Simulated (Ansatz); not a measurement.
GaN (zinc blende), conventional cell a = b = c = 4.549 Å, α = β = γ = 90.00°. The calculation uses the primitive cell of 2 atoms, to which meshes and values per cell refer.

This relaxed cell (volume V₀) is scaled evenly in all directions, its shape held. Symmetry pins the atoms to their sites.

Computed with PBE (plane waves to 420 eV, PAW, scalar-relativistic; Ansatz, a first-principles code). k mesh 12×12×12 (Γ-centred), Fermi-Dirac smearing 0.05 eV. The energy includes the smearing's −TS. Compression counts positive. GaN was relaxed with its symmetry unable to fall. The PAW data are Ansatz's earlier set. ΔE is measured from the relaxed starting cell.

```
V/V₀   ΔE (meV/atom)  P (GPa)
-----  -------------  -------
0.940     (withheld)     12.2
0.955     (withheld)      8.8
0.970     (withheld)      5.6
0.985            1.5      2.7
1.000            0.0      0.0
1.015            1.4     -2.5
1.030            5.4     -4.7
1.045     (withheld)     -6.8
1.060           20.4     -8.8
```

Task: Complete the blanks.

Result: 
- 0.940, ΔE (meV/atom): 25.4
- 0.955, ΔE (meV/atom): 13.9
- 0.970, ΔE (meV/atom): 6.0
- 1.045, ΔE (meV/atom): 11.8

(A scan under strain: stresses follow from slopes of the energy per volume, elastic moduli from its curvatures.)
